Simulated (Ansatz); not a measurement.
An ordered 8-atom cell of Ga4As3N on the zincblende lattice (I-42m): a relaxation of cell and atoms in Ansatz (r2SCAN). The starting cell comes from a relaxation with PBE.

```yaml
crystal:
  lattice:
    - [-2.7302499498, 2.7302499498, 5.3709452066]
    - [2.7302499498, -2.7302499498, 5.3709452066]
    - [2.7302499498, 2.7302499498, -5.3709452066]
  atoms:
    - { symbol: "N", position: [0.0, 0.0, 0.0] }
    - { symbol: Ga, position: [0.6761051121, 0.6761051121, 0.5762356463] }
    - { symbol: As, position: [0.25, 0.75, 0.5] }
    - { symbol: Ga, position: [0.9001305343, 0.3238948879, 0.0] }
    - { symbol: As, position: [0.5, 0.5, 0.0] }
    - { symbol: Ga, position: [0.0998694657, 0.0998694657, 0.4237643537] }
    - { symbol: As, position: [0.75, 0.25, 0.5] }
    - { symbol: Ga, position: [0.3238948879, 0.9001305343, 0.0] }
kpoints:
  mp_grid: { grid: [6, 6, 6] }
hamiltonian:
  xc: r2scan
scf:
  occupations: { method: fermi_dirac, width: 0.02 }
relax:
  f_tol: 0.005
  cell: {}
```

The trajectory has 5 recorded frames, each with fractional positions and then forces in eV/Å along x, y and z. Some frames, the last among them, repeat a geometry solved again on a basis re-selected at its cell; pressure is positive in compression.

Step 1: energy 0.0 meV/atom from step 1, largest force component 0.029 eV/Å, pressure -3.23 GPa; a = 6.615 Å, b = 6.615 Å, c = 6.615 Å, α = 131.24°, β = 131.24°, γ = 71.42°
```
N  0.0000 0.0000 0.0000     0.000   0.000   0.000
Ga 0.6761 0.6761 0.5762    -0.005  -0.005  -0.029
As 0.2500 0.7500 0.5000     0.000   0.000   0.000
Ga 0.9001 0.3239 0.0000     0.005  -0.005   0.029
As 0.5000 0.5000 0.0000     0.000   0.000   0.000
Ga 0.0999 0.0999 0.4238     0.005   0.005  -0.029
As 0.7500 0.2500 0.5000     0.000   0.000   0.000
Ga 0.3239 0.9001 0.0000    -0.005   0.005   0.029
```

**Question.** Estimate where the relaxation ends.

**Answer.**
Step 2: energy -8.0 meV/atom from step 1, largest force component 0.058 eV/Å, pressure -0.31 GPa; a = 6.542 Å, b = 6.542 Å, c = 6.542 Å, α = 131.32°, β = 131.32°, γ = 71.31°
```
N  0.0000 0.0000 0.0000     0.000   0.000   0.000
Ga 0.6748 0.6748 0.5741     0.058   0.058   0.040
As 0.2500 0.7500 0.5000     0.000   0.000   0.000
Ga 0.8994 0.3252 0.0000    -0.058   0.058  -0.040
As 0.5000 0.5000 0.0000     0.000   0.000   0.000
Ga 0.1006 0.1006 0.4259    -0.058  -0.058   0.040
As 0.7500 0.2500 0.5000     0.000   0.000   0.000
Ga 0.3252 0.8994 0.0000     0.058  -0.058  -0.040
```

Step 3: energy -8.2 meV/atom from step 1, largest force component 0.015 eV/Å, pressure -0.01 GPa; a = 6.533 Å, b = 6.533 Å, c = 6.533 Å, α = 131.30°, β = 131.30°, γ = 71.34°
```
N  0.0000 0.0000 0.0000     0.000   0.000   0.000
Ga 0.6755 0.6755 0.5753     0.015   0.015   0.009
As 0.2500 0.7500 0.5000     0.000   0.000   0.000
Ga 0.8998 0.3245 0.0000    -0.015   0.015  -0.009
As 0.5000 0.5000 0.0000     0.000   0.000   0.000
Ga 0.1002 0.1002 0.4247    -0.015  -0.015   0.009
As 0.7500 0.2500 0.5000     0.000   0.000   0.000
Ga 0.3245 0.8998 0.0000     0.015  -0.015  -0.009
```

Step 4: energy -8.2 meV/atom from step 1, largest force component 0.000 eV/Å, pressure 0.00 GPa; a = 6.533 Å, b = 6.533 Å, c = 6.533 Å, α = 131.29°, β = 131.29°, γ = 71.35°
```
N  0.0000 0.0000 0.0000     0.000   0.000   0.000
Ga 0.6757 0.6757 0.5758     0.000   0.000   0.000
As 0.2500 0.7500 0.5000     0.000   0.000   0.000
Ga 0.9000 0.3243 0.0000     0.000   0.000   0.000
As 0.5000 0.5000 0.0000     0.000   0.000   0.000
Ga 0.1000 0.1000 0.4242     0.000   0.000   0.000
As 0.7500 0.2500 0.5000     0.000   0.000   0.000
Ga 0.3243 0.9000 0.0000     0.000   0.000   0.000
```

Step 5: energy -8.0 meV/atom from step 1, largest force component 0.001 eV/Å, pressure -0.01 GPa; a = 6.533 Å, b = 6.533 Å, c = 6.533 Å, α = 131.29°, β = 131.29°, γ = 71.35°
```
N  0.0000 0.0000 0.0000     0.000   0.000   0.000
Ga 0.6757 0.6757 0.5758    -0.001  -0.001   0.000
As 0.2500 0.7500 0.5000     0.000   0.000   0.000
Ga 0.9000 0.3243 0.0000     0.001  -0.001   0.000
As 0.5000 0.5000 0.0000     0.000   0.000   0.000
Ga 0.1000 0.1000 0.4242     0.001   0.001   0.000
As 0.7500 0.2500 0.5000     0.000   0.000   0.000
Ga 0.3243 0.9000 0.0000    -0.001   0.001   0.000
```

In 4 steps the volume changed by -3.8 %; between the first SCF and the last, each on a basis chosen for its cell, the energy fell by 8.0 meV an atom. At the end: the symmetry is I-42m (No. 121, tetragonal); conventional cell a = 5.388 Å, c = 10.614 Å, 19.26 Å³ an atom. N is surrounded by 4 Ga at 2.01 Å; Ga is surrounded by 1 N at 2.01 Å and 3 As at 2.42–2.50 Å; As is surrounded by 4 Ga at 2.42 Å; As is surrounded by 4 Ga at 2.50 Å.

Run as `ansatz run input.yaml --threads 4 --pin off --max-ram 6451MiB --backend cpu --events-out ev --progress --plain --runs-dir out`. It took 66 s on 4 threads of Arm Neoverse V2, on a shared host, load about 0.8 per core; peak host memory 1.1 GiB.

(Calculated; spin-unpolarised; the phase may be known or hypothetical.)
